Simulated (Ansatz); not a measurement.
A trial cell of MgCd5Se6, before relaxation:

```cif
data_structure
_symmetry_space_group_name_H-M 'P-3m1'
_symmetry_Int_Tables_number 164
_cell_length_a 4.1650
_cell_length_b 4.1650
_cell_length_c 20.4041
_cell_angle_alpha 90.000
_cell_angle_beta 90.000
_cell_angle_gamma 120.000
_cell_volume 306.53
loop_
_atom_site_label
_atom_site_type_symbol
_atom_site_symmetry_multiplicity
_atom_site_Wyckoff_symbol
_atom_site_fract_x
_atom_site_fract_y
_atom_site_fract_z
_atom_site_occupancy
Mg1 Mg 1 b 0.00000 0.00000 0.50000 1
Cd1 Cd 2 d 0.33333 0.66667 0.16667 1
Cd2 Cd 2 d 0.66667 0.33333 0.33333 1
Cd3 Cd 1 a 0.00000 0.00000 0.00000 1
Se1 Se 2 d 0.33333 0.66667 0.41667 1
Se2 Se 2 c 0.00000 0.00000 0.75000 1
Se3 Se 2 d 0.33333 0.66667 0.91667 1
```

Theory: DFT PBE, scalar-relativistic, plane waves, PAW in Ansatz. Cutoff 420 eV, Gaussian smearing, Γ-centred meshes. Cell and atoms relax first on a coarse mesh and then on a finer one. In between, the cell is made exact in the group found at 0.06 Å. In metals the finer mesh still leaves noise of several meV/atom or more. The steps can't lower the symmetry of their start. No spin polarisation.

A guess keeps its type if space group and coordination stay and the shape of the cell changes little (axis ratios within about 15 %, angles within 6°); the volume may change.

Task: Does it keep its structure type, or change into something else?

Result: It keeps its type. The symmetry stays P-3m1 (No. 164). The volume per atom shrinks by 9.3 %, from 25.5 to 23.2 Å³. The shortest distance goes from 2.95 Å (Cd–Se and Mg–Se) to 2.79 Å (Mg–Se). The ratio c/a of the conventional cell changes by a factor of 1.00. Counting neighbours within 15 % of an atom's shortest distance, the start has Cd 6, Mg 6, Se 6 and the end Cd 6, Mg 6, Se 6.

The last run used a 12×12×2 mesh (in the run's order of axes) for its 12-atom cell and Gaussian smearing of 0.10 eV. Symmetry constrained the relaxation, so the result can be a saddle point.
